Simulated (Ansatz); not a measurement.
BaGe3Pt in space group I4mm (No. 107; Ba on 2a, Pt on 2a, Ge on 2a, Ge on 4b), PBEsol (plane waves, PAW; program Ansatz), all energies at zero smearing, with the estimated change up to a 700 eV cutoff added, with one set of potentials and settings (totals compare only within such a set). Cell of 5 atoms (1 Ba, 1 Pt, 3 Ge): -31010.455 eV.

```
element             reference phase  E (eV/atom)
-------  --------------------------  -----------
Ba       Im-3m, 1 atoms in the cell   -5862.6098
Pt       Fm-3m, 1 atoms in the cell  -12383.8180
Ge       Fd-3m, 2 atoms in the cell   -4253.4978
```

Formation energy per atom, worked out: (-31010.455 − 1×(-5862.6098) − 1×(-12383.8180) − 3×(-4253.4978))/5 = -0.707 eV/atom (-68 kJ per mol of atoms), at 0 K, without zero-point energy or fitted corrections.

The workflow started from an entry of the Crystallography Open Database (COD, 293 K). Its standing as an ambient phase is unchecked. Symmetry was held in the PBEsol relaxation; whether a distortion lowers the energy is not shown. The run is not spin-polarised. The references are the lowest solids computed at this level, not always the standard phases. Scalar-relativistic: spin–orbit coupling is off unless named, which matters more the heavier the elements.

Potentials: the later of the program's two PAW sets.
